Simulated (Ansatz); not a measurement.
ZrIr3 in space group I4/mmm (No. 139; Ir on 2b, Ir on 4d, Zr on 2a) at seven volumes, DFT-PBEsol in the program Ansatz with PAW potentials, shape and atoms relaxed at each. One row is withheld.

| V (Å³/atom) | P (GPa) |
|---|---|
| 13.960 | 34.13 |
| 14.420 | 20.76 |
| 14.881 | ? |
| 15.341 | 0.00 |
| 15.801 | -8.00 |
| 16.261 | -14.72 |
| 16.721 | -20.37 |

**Question.** Fit the shown pressures and predict the withheld one.

**Answer.** Third-order Birch–Murnaghan: P = (3/2)B₀(x^(7/2) − x^(5/2))[1 + (3/4)(B′ − 4)(x − 1)] with x = (V₀/V)^(2/3). Least squares on the six rows gives V₀ = 15.341 Å³/atom, B₀ = 289.6 GPa, B′ = 4.71. At V = 14.881, x = 1.0205 and P = 9.47 GPa. The run itself gave 9.49 GPa.

The cell is a constructed one: a structure type filled with these elements; neither database checked (COD, Materials Project) lists it. COD files the formula under space group No. 221. Its standing as an ambient phase is unchecked. Symmetry was held in the PBEsol relaxation; whether a distortion lowers the energy is not shown. No spin polarisation was allowed. Spin–orbit coupling is left out wherever it is not named.

Potentials: the earlier of the program's two PAW sets. The files were generated under PBE; for other functionals the program regenerates the frozen cores, and for LDA and PBEsol the local potential too.
